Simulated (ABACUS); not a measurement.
Set-up for a self-consistent single point of Hf₂Ge (P1, 12 atoms in the cell; from Materials Project mp-9939, changed as shown).

```
CELL_PARAMETERS angstrom
      6.58055     0.00000     0.00000
      0.00000     6.58055     0.00000
      0.00000     0.00000     5.29295
ATOMIC_POSITIONS crystal
  Hf 0.16019 0.33965 0.49927
  Hf 0.84997 0.64810 0.50117
  Hf 0.15000 0.66439 0.00867
  Hf 0.84024 0.34420 0.00760
  Hf 0.65324 0.85288 0.00758
  Hf 0.33549 0.15266 0.97953
  Hf 0.66387 0.16245 0.50805
  Hf 0.34657 0.84101 0.50730
  Ge 0.99877 0.99877 0.73953
  Ge 0.99707 0.99489 0.24530
  Ge 0.50228 0.50180 0.25148
  Ge 0.50230 0.49918 0.74453
```

All values come from this method and carry its errors: LDA (PW92), numerical atomic orbitals SZP (confined pseudo-atomic orbitals with Gaussian additions; energy shift 0.01 Ry), PseudoDojo 0.4 standard norm-conserving LDA (tails mended) pseudopotentials run with ABACUS.

ABACUS settings:

| setting | value |
|---|---|
| basis | SZP numerical atomic orbitals, energy shift 0.01 Ry |
| KPT | Gamma 4 4 4 0 0 0 |
| basis_type | lcao |
| dft_functional | PWLDA |
| ecutwfc | 100 Ry |
| smearing_method | fd |
| smearing_sigma | 0.00367493 Ry |
| potentials | PseudoDojo 0.4 standard norm-conserving LDA (tails mended) |
| symmetry | 1 |
| ks_solver | genelpa |
| scf_nmax | 100 |
| scf_thr | 1.0e-07 |
| mixing_type | broyden |
| mixing_beta | 0.4 |

Results:

```
Quantity                                                   Value
------------------------------------------------  --------------
Number of valence electrons                                  152
Number of bands                                               92
Number of k-points after the program's reduction              36
Size of the basis                                            244
Number of SCF iterations                                      13
Free energy E − TS                                -22007.0674 eV
Fermi level (on the code's own zero)                    14.89 eV
Pressure                                               -6.27 GPa
Largest force (vector length)                         1.100 eV/Å
```

Forces (eV/Å):
```tsv
atom	Fx	Fy	Fz
Hf1	-0.304	0.212	-0.129
Hf2	-0.158	0.305	0.012
Hf3	0.557	-0.864	-0.391
Hf4	0.388	0.034	-0.262
Hf5	-0.122	-0.521	-0.357
Hf6	0.658	0.327	0.758
Hf7	-0.549	-0.489	-0.282
Hf8	-0.040	0.459	-0.214
Ge9	-0.175	-0.105	0.337
Ge10	0.171	0.460	0.275
Ge11	-0.279	-0.104	-0.374
Ge12	-0.149	0.284	0.627
```

Stress (GPa, positive for compression):
```
-6.75  -0.71   0.36
-0.71  -6.87  -0.06
 0.36  -0.06  -5.19
```

For comparison: a first run was changed to give this one (atoms moved at random), and from it to this one the free energy rises by 19.8 meV/atom, the pressure goes from -6.82 to -6.27 GPa and the largest force goes from under 0.1 to 1.10 eV/Å.

The atom-centred basis is finite, which shifts total energies, pressures and forces against plane waves. Forces above 1 eV/Å remain at this geometry, of which the finite basis can carry a part. A single-zeta basis is rough, for pressures and forces above all. The structure comes from a collection of computed structures, made at another level of theory; the collection holds predicted forms beside known ones. No clean gap shows at this smearing width and mesh (spacing up to 0.30 Å⁻¹); the mesh is coarse for partly filled bands, so the values carry mesh errors.

Cost on one core: about 70 core-seconds (a rough figure).

The atomic orbitals were generated for these runs; they are not ABACUS's published sets and were checked against plane waves on a few crystals only.

“Tails mended”: in these copies of the files the far tail of each local potential was reset to the Coulomb form.
